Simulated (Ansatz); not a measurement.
Relaxed-ion elastic tensor of C$_{2}$CuSe$_{2}$ in space group P6/mmm (No. 191; C on 6l, Se on 6l, Cu on 3f) in GPa (Voigt order), DFT-r²SCAN+D4 in the program Ansatz with PAW potentials; density 4.60 g/cm³, 17.74 Å³ per atom.

```
 226  96.4   6.2   0.0   0.0   0.0
96.4   226   6.2   0.0   0.0   0.0
 6.2   6.2  28.9   0.0   0.0   0.0
 0.0   0.0   0.0  -2.7   0.0   0.0
 0.0   0.0   0.0   0.0  -2.7   0.0
 0.0   0.0   0.0   0.0   0.0  64.6
```

Problem. Is the crystal mechanically stable?

Solution. No: the smallest eigenvalue of C is -2.7 GPa.

The cell is a constructed one: a structure type filled with these elements; neither database checked (COD, Materials Project) lists it. Its standing as an ambient phase is unchecked. The r²SCAN+D4 relaxation kept the symmetry of its start. At this level the phase is mechanically unstable. The run is not spin-polarised. As this level gives no gap, shear constants depend on the k-mesh and smearing (Fermi–Dirac, 0.1 eV here).

Potentials: the later of the program's two PAW sets.
